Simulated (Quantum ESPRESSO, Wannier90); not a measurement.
# Tight-binding from DFT: InSe (C2/m)

Structure: Materials Project mp-21405, symmetrised, not relaxed again. Not found in the COD (Crystallography Open Database) copy used, which has the formula in other groups; not checked further. Method: PBEsol plane waves in Quantum ESPRESSO 7.5 (PseudoDojo norm-conserving files, 69 Ry, no spin polarisation, no spin-orbit coupling), Bloch states on a 8×6×8 mesh through Γ, Wannier90 4.0.1. Density: 8×6×8 mesh, cold smearing 0.01 Ry. The cell is built of weakly bound layers, chains or molecules, whose nearest atoms lie 3.55 Å apart. Database cells relaxed without dispersion often hold them too far apart, which can enlarge gaps and weakens couplings between them; spacing and stacking were not compared with the measured crystal. Spin-orbit coupling is left out although heavy elements are present.

On the energy scale of pw.x, whose zero is arbitrary, the valence-band maximum lies at 7.38 eV.

Input w.win:

```
num_bands = 2
num_wann = 2
exclude_bands = 1-20,23-46
num_iter = 1000
conv_tol = 1.0e-6
conv_window = 4
write_hr = true
write_u_matrices = true
auto_projections = true
begin unit_cell_cart
ang
    0.0000000000    4.1093000000    0.0000000000
   -1.7232320000    0.0000000000    4.7713520000
    5.8263950000   -2.0546500000    0.0000000000
end unit_cell_cart
begin atoms_frac
In   0.1118000000 -0.0468400000  0.2236000000
In  -0.1118000000  0.0468400000 -0.2236000000
Se   0.3390700000  0.3310400000 -0.3218600000
Se  -0.3390700000 -0.3310400000  0.3218600000
end atoms_frac
mp_grid = 8 6 8
begin kpoints
0.0000000000 0.0000000000 0.0000000000
0.0000000000 0.0000000000 0.1250000000
0.0000000000 0.0000000000 0.2500000000
... (381 more lines: the 8x6x8 mesh through Gamma)
end kpoints
```

Input of pw2wannier90.x that gives the overlap and projection files (equivalent; here they were cut from one run over all bands):

```
&inputpp
  outdir = './out'
  prefix = 'pwscf'
  seedname = 'w'
  write_amn = .true.
  write_mmn = .true.
  atom_proj = .true.
  atom_proj_exclude = 1 2 3 4 5 6 7 8 9 10 11 12 13 14 15 16 17 18 19 20 21 22 23 25 26 27 28 29 30 31 32 34 35 36
/
```

Output w.wout (banner and timings cut):

```
                                    ------
                                    SYSTEM
                                    ------

                              Lattice Vectors (Ang)
                    a_1     0.000000   4.109300   0.000000
                    a_2    -1.723232   0.000000   4.771352
                    a_3     5.826395  -2.054650   0.000000

                   Unit Cell Volume:     114.23764  (Ang^3)

                        Reciprocal-Space Vectors (Ang^-1)
                    b_1     0.539200   1.529016   0.194739
                    b_2    -0.000000   0.000000   1.316856
                    b_3     1.078400  -0.000000   0.389477

 *----------------------------------------------------------------------------*
 |   Site       Fractional Coordinate          Cartesian Coordinate (Ang)     |
 +----------------------------------------------------------------------------+
 | in   1   0.11180  -0.04684   0.22360   |    1.38350   0.00000  -0.22349    |
 | in   2  -0.11180   0.04684  -0.22360   |   -1.38350   0.00000   0.22349    |
 | se   1   0.33907   0.33104  -0.32186   |   -2.44574   2.05465   1.57951    |
 | se   2  -0.33907  -0.33104   0.32186   |    2.44574  -2.05465  -1.57951    |
 *----------------------------------------------------------------------------*
                                ------------
                                K-POINT GRID
                                ------------

             Grid size =  8 x  6 x  8      Total points =  384

 *---------------------------------- MAIN ------------------------------------*
 |  Number of Wannier Functions               :                 2             |
 |  Number of Objective Wannier Functions     :                 2             |
 |  Number of input Bloch states              :                 2             |
 |  Output verbosity (1=low, 5=high)          :                 1             |
 |  Timing Level (1=low, 5=high)              :                 1             |
 |  Optimisation (0=memory, 3=speed)          :                 3             |
 |  Length Unit                               :               Ang             |
 |  Post-processing setup (write *.nnkp)      :                 F             |
 |  Using Gamma-only branch of algorithms     :                 F             |
 *----------------------------------------------------------------------------*
 *------------------------------- WANNIERISE ---------------------------------*
 |  Total number of iterations                :              1000             |
 |  Number of CG steps before reset           :                 5             |
 |  Trial step length for line search         :             2.000             |
 |  Convergence tolerence                     :         0.100E-05             |
 |  Convergence window                        :                 4             |
 |  Iterations between writing output         :                 1             |
 |  Iterations between backing up to disk     :               100             |
 |  Write r^2_nm to file                      :                 F             |
 |  Write xyz WF centres to file              :                 F             |
 |  Write on-site energies <0n|H|0n> to file  :                 F             |
 |  Use guiding centre to control phases      :                 F             |
 |  Use phases for initial projections        :                 F             |
 *----------------------------------------------------------------------------*
 *-------------------------------- PLOTTING ----------------------------------*
 |  Plotting Hamiltonian in WF basis          :                 T             |
 *----------------------------------------------------------------------------*

 *---------------------------------- K-MESH ----------------------------------*
 +----------------------------------------------------------------------------+
 |                    Distance to Nearest-Neighbour Shells                    |
 |                    ------------------------------------                    |
 |          Shell             Distance (Ang^-1)          Multiplicity         |
 |          -----             -----------------          ------------         |
 |             1                   0.143322                      2            |
 |             2                   0.204120                      4            |
 |             3                   0.217579                      2            |
 |             4                   0.219476                      2            |
 |             5                   0.281335                      4            |
 |             6                   0.286644                      2            |
 |             7                   0.287658                      4            |
 |             8                   0.295963                      2            |
       ... (lines left out)
 +----------------------------------------------------------------------------+
 | The b-vectors are chosen automatically                                     |
 | The following shells are used:                       1,  2,  3,  4         |
 +----------------------------------------------------------------------------+
 |                        Shell   # Nearest-Neighbours                        |
 |                        -----   --------------------                        |
 |                          1               2                                 |
 |                          2               4                                 |
 |                          3               2                                 |
 |                          4               2                                 |
 +----------------------------------------------------------------------------+
 | Completeness relation is fully satisfied [Eq. (B1), PRB 56, 12847 (1997)]  |
 +----------------------------------------------------------------------------+
 |                  b_k Vectors (Ang^-1) and Weights (Ang^2)                  |
 |                  ----------------------------------------                  |
 |            No.         b_k(x)      b_k(y)      b_k(z)        w_b           |
 |            ---        --------------------------------     --------        |
 |             1         0.134800    0.000000    0.048685    17.990686        |
 |             2        -0.134800    0.000000   -0.048685    17.990686        |
 |             3         0.067400    0.191127    0.024342     6.843778        |
 |             4        -0.067400    0.191127   -0.024342     6.843778        |
 |             5        -0.067400   -0.191127   -0.024342     6.843778        |
 |             6         0.067400   -0.191127    0.024342     6.843778        |
 |             7        -0.134800    0.000000    0.170791     6.103728        |
 |             8         0.134800    0.000000   -0.170791     6.103728        |
 |             9         0.000000    0.000000    0.219476     5.630175        |
 |            10         0.000000    0.000000   -0.219476     5.630175        |
 +----------------------------------------------------------------------------+
 |                           b_k Directions (Ang^-1)                          |
 |                           -----------------------                          |
 |            No.           x           y           z                         |
 |            ---        --------------------------------                     |
 |             1         0.134800    0.000000    0.048685                     |
 |             2         0.067400    0.191127    0.024342                     |
 |             3        -0.067400    0.191127   -0.024342                     |
 |             4        -0.134800    0.000000    0.170791                     |
 |             5         0.000000    0.000000    0.219476                     |
 +----------------------------------------------------------------------------+

 Starting a new Wannier90 calculation ...

 Reading overlaps from w.mmn

 Reading projections from w.amn

 *------------------------------- WANNIERISE ---------------------------------*
 +--------------------------------------------------------------------+<-- CONV
 | Iter  Delta Spread     RMS Gradient      Spread (Ang^2)            |<-- CONV
 +--------------------------------------------------------------------+<-- CONV

 ------------------------------------------------------------------------------
 Initial State
  WF centre and spread    1  ( -2.426247,  2.054649,  1.290683 )     2.18718792
  WF centre and spread    2  (  2.426247, -2.054649, -1.290683 )     2.18718792
  Sum of centres and spreads ( -0.000000,  0.000000,  0.000000 )     4.37437583

      0     0.437E+01     0.0000000000        4.3743758308  <-- CONV
        O_D=      0.0019205 O_OD=      0.0010444 O_TOT=      4.3743758 <-- SPRD
 ------------------------------------------------------------------------------
      1    -0.254E-03     0.0103199200        4.3741223086  <-- CONV
        O_D=      0.0016669 O_OD=      0.0010444 O_TOT=      4.3741223 <-- SPRD
      2    -0.170E-04     0.0034770015        4.3741052775  <-- CONV
        O_D=      0.0016499 O_OD=      0.0010444 O_TOT=      4.3741053 <-- SPRD
      3    -0.475E-05     0.0018771948        4.3741005311  <-- CONV
        O_D=      0.0016452 O_OD=      0.0010444 O_TOT=      4.3741005 <-- SPRD
      4    -0.172E-05     0.0012973485        4.3740988122  <-- CONV
        O_D=      0.0016434 O_OD=      0.0010444 O_TOT=      4.3740988 <-- SPRD
      5    -0.488E-06     0.0007104474        4.3740983242  <-- CONV
        O_D=      0.0016430 O_OD=      0.0010444 O_TOT=      4.3740983 <-- SPRD
      6    -0.565E-07     0.0002965628        4.3740982678  <-- CONV
        O_D=      0.0016429 O_OD=      0.0010444 O_TOT=      4.3740983 <-- SPRD
      7    -0.531E-08     0.0000960494        4.3740982625  <-- CONV
        O_D=      0.0016429 O_OD=      0.0010444 O_TOT=      4.3740983 <-- SPRD
      8    -0.124E-08     0.0000394710        4.3740982612  <-- CONV
        O_D=      0.0016429 O_OD=      0.0010444 O_TOT=      4.3740983 <-- SPRD
             <<<     Delta < 1.000E-06  over  4 iterations     >>>
             <<< Wannierisation convergence criteria satisfied >>>
 Final State
  WF centre and spread    1  ( -2.426247,  2.054649,  1.290683 )     2.18704913
  WF centre and spread    2  (  2.426247, -2.054649, -1.290683 )     2.18704913
  Sum of centres and spreads ( -0.000000,  0.000000,  0.000000 )     4.37409826

         Spreads (Ang^2)       Omega I      =     4.371411002
        ================       Omega D      =     0.001642888
                               Omega OD     =     0.001044371
    Final Spread (Ang^2)       Omega Total  =     4.374098261
```
